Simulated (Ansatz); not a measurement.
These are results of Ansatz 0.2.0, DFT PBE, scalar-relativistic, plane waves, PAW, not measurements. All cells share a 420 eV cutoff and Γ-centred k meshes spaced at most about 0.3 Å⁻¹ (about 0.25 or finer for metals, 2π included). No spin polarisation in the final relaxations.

Temperature and zero-point effects are left out.

Two forms of Nb2Te6Mo were relaxed alike.

A.

```
Nb Te Mo
1.0
     3.13388    1.80935    7.81527
    -3.13388    1.80935    7.81527
     0.00000   -3.61870    7.81527
Nb Te Mo
2 6 1
Direct
  0.16673 0.16673 0.16673
  0.83327 0.83327 0.83327
  0.75019 0.42089 0.09216
  0.42089 0.09216 0.75019
  0.09216 0.75019 0.42089
  0.24981 0.57911 0.90784
  0.90784 0.24981 0.57911
  0.57911 0.90784 0.24981
  0.50000 0.50000 0.50000
```

B.

```
Nb Te Mo
1.0
     3.63102    0.00000    0.00000
    -1.81551    3.14456    0.00000
     0.00000    0.00000   22.70562
Nb Te Mo
2 6 1
Direct
  0.00000 0.00000 0.33704
  0.00000 0.00000 0.66296
  0.66667 0.33333 0.25456
  0.66667 0.33333 0.58101
  0.66667 0.33333 0.92067
  0.33333 0.66667 0.07933
  0.33333 0.66667 0.41899
  0.33333 0.66667 0.74544
  0.00000 0.00000 0.00000
```

**Question.** Which placement of the atoms is lower in energy, and by how much?

**Answer.** A is lower, by 18 meV/atom. The two share one framework of sites and differ in which element sits where. A has space group R-3 (No. 148), 29.5 Å³/atom and no gap on its mesh; B has space group P-3m1 (No. 164), 28.8 Å³/atom and no gap. Counting Te atoms around Mo and Nb (those within 1.25 times the shortest such distance or 1.15 times the sum of covalent radii, 1.27 where that leaves under three), A and B both have Nb 6, Mo 6. Both come from invented guesses. A third cell relaxed alike, in P-62m, lies 40 meV/atom below the lower of the two.

Weakly bound directions are ill-defined at this level, which has no dispersion term (R-3, P-3m1), and this can change margins and order among such cells. These runs have no spin–orbit coupling, which can matter for Te. Cells relaxed within their symmetry can be saddle points.
